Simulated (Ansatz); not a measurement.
**Question.** ZnS (NiAs type, P6_3/mmc) is relaxed with the program Ansatz at the r²SCAN level (PAW). What lattice parameters of the conventional cell result?

**Answer.** a = 3.590 Å, c = 5.880 Å.

**Question.** Is it a metal or does it have a gap at this level?

**Answer.** A gap of 0.82 eV, indirect.

The start of the workflow was typed in or built on a structure type; neither database checked (COD, Materials Project) lists it. It is not the phase usual at ambient conditions (space group No. 186, 216). The cell was relaxed with r²SCAN under the symmetry of its start; whether a distortion lowers the energy is not shown.

Potentials: the later of the program's two PAW sets.
